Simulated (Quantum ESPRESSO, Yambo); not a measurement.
CdS (wurtzite, space group P6_3mc, No. 186). The geometry is that of Materials Project entry mp-672, symmetrised and not relaxed again. Chain: norm-conserving PBE (Quantum ESPRESSO, 102 Ry, scalar-relativistic); G0W0 in Yambo (3×3×2 Γ-centred k mesh, bands 9 to 195 and a 8 Ry block in the screening, 195 bands in G with the Bruneval-Gonze terminator, plasmon pole fitted at 27.2 eV); BSE (9×9×4 mesh, 6 valence and 4 conduction bands, static screening with 63 bands and a 4 Ry block, scissor 0.97 eV, Tamm-Dancoff).

The PBE gap (dense path) is 1.16 eV, the PBE gap Γ → Γ on the GW mesh comes out as 1.16 eV and the PBE smallest direct gap on the GW mesh, at Γ is 1.16 eV. The G0W0 direct gap at that point comes out as 2.13 eV and the G0W0 correction to the gap Γ → Γ is 0.97 eV. The lowest exciton is no binding energy given (see below).

Rough cost of the Yambo steps against G0W0 for 8 states: BSE about 6×.

Nearest settings tried, and what they do to the gap: 127 bands in W, 127 bands in G: +9 meV; 7 Ry block (245 vectors against 287): -7 meV; 3×3×1 mesh: -142 meV. So the settings aren't converged at that level. The k mesh is coarse. The BSE states are vertical excitations (zero momentum). The lowest state covers only about 1 of the 324 k points, so the mesh doesn't resolve it: its energy and its distance from the direct gap are mesh artefacts. An extended exciton needs a far denser mesh. Axes are Cartesian, with cell vectors (Å) (4.17, 0.00, 0.00), (-2.08, 3.61, 0.00), (0.00, 0.00, 6.78).

Spin-orbit splittings are left out.
